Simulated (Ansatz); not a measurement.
Here is the system:

SrIn₂:
```xyz
6
Lattice="5.0356 0.0000 0.0000 -2.5178 4.3610 0.0000 0.0000 0.0000 8.1404" Properties=species:S:1:pos:R:3 pbc="T T T"
Sr     0.0000     0.0000     6.1053
Sr     0.0000     0.0000     2.0351
In     0.0000     2.9073     7.7591
In     2.5178     1.4537     0.3812
In     2.5178     1.4537     3.6889
In     0.0000     2.9073     4.4514
```

This is the r²SCAN-relaxed structure.

All from r²SCAN (plane waves, PAW; program Ansatz), unless another level is named. Estimate the density of states at the Fermi level.

0.07 states/eV per atom (mean over ±0.08 eV).

What about the formation energy from the elements (no fitted shifts)?

-60 kJ/mol-atom.

Space group P6_3/mmc. The first step of the workflow began from a Materials Project structure, measured or hypothetical; the Crystallography Open Database copy checked does not list it. Its standing as an ambient phase is unchecked. The cell was relaxed with r²SCAN under the symmetry of its start; its stability against distortions is not shown here. The references are the lowest solids computed at this level, not always the standard phases. Spin–orbit coupling is left out wherever it is not named.

Potentials: the later of the program's two PAW sets.
